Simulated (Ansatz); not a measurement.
La$_{2}$InCu$_{2}$ (space group P4/mbm)

```xyz
10
Lattice="7.7041 0.0000 0.0000 0.0000 7.7041 0.0000 0.0000 0.0000 3.9147" Properties=species:S:1:pos:R:3 pbc="T T T"
La     1.3671     5.2192     1.9574
La     6.3370     2.4850     1.9574
La     2.4850     1.3671     1.9574
La     5.2192     6.3370     1.9574
In     3.8521     3.8521     0.0000
In     0.0000     0.0000     0.0000
Cu     6.8015     4.7547     0.0000
Cu     0.9026     2.9495     0.0000
Cu     2.9495     6.8015     0.0000
Cu     4.7547     0.9026     0.0000
```

Equation-of-state scan: isotropic scaling of the cell above, V₀ being its volume. The atoms relax within the cell's symmetry.

Method: PBEsol (plane waves to 420 eV, PAW, scalar-relativistic; Ansatz, a program for electronic structure). k mesh 6×6×12 (Γ-centred), Fermi-Dirac smearing 0.05 eV. Energies are smeared free energies. Compression counts positive. With the shape held, the modulus is that of even scaling; a crystal free to change shape is softer. La2InCu2 is run without spin polarisation. La2InCu2 was relaxed with its symmetry unable to fall. The zero of ΔE is the relaxed starting cell. The last digit holds for this mesh only.

```json
[
 {"V (Å³/atom)": "19.518", "ΔE (meV/atom)": "165.5"},
 {"V (Å³/atom)": "20.137", "ΔE (meV/atom)": "108.9"},
 {"V (Å³/atom)": "20.757", "ΔE (meV/atom)": "66.2"},
 {"V (Å³/atom)": "21.377", "ΔE (meV/atom)": "35.4"},
 {"V (Å³/atom)": "21.996", "ΔE (meV/atom)": "15.0"},
 {"V (Å³/atom)": "22.616", "ΔE (meV/atom)": "3.6"},
 {"V (Å³/atom)": "23.235", "ΔE (meV/atom)": "0.0"},
 {"V (Å³/atom)": "23.855", "ΔE (meV/atom)": "3.2"},
 {"V (Å³/atom)": "24.475", "ΔE (meV/atom)": "withheld"},
 {"V (Å³/atom)": "25.094", "ΔE (meV/atom)": "26.6"},
 {"V (Å³/atom)": "25.714", "ΔE (meV/atom)": "45.2"},
 {"V (Å³/atom)": "26.333", "ΔE (meV/atom)": "67.7"},
 {"V (Å³/atom)": "26.953", "ΔE (meV/atom)": "93.5"}
]
```

Q: Fit a third-order Birch-Murnaghan form (E₀, V₀, B₀, B₀′ free) to the given rows and predict ΔE at V = 24.475.

A: Least squares on the 12 given rows: ΔE = E₀ + (9V₀B₀/16)·y²·[2 + (B₀′ − 4)y], y = (V₀/V)^(2/3) − 1, with V₀ = 23.239 Å³/atom, B₀ = 65.53 GPa (160.2 GPa = 1 eV/Å³; the term in eV is multiplied by 1000), B₀′ = 4.28, E₀ = 0.05 meV/atom; root-mean-square residual 0.06 meV/atom. At 24.475 the fit gives 12.3 meV/atom; the calculation gives 12.3 meV/atom, the same to the digits shown. For the pressure the fit gives -3.0 GPa against the computed -3.0 GPa.

(Under strain, the slope of the energy per volume gives the stress and its curvature an elastic modulus.)
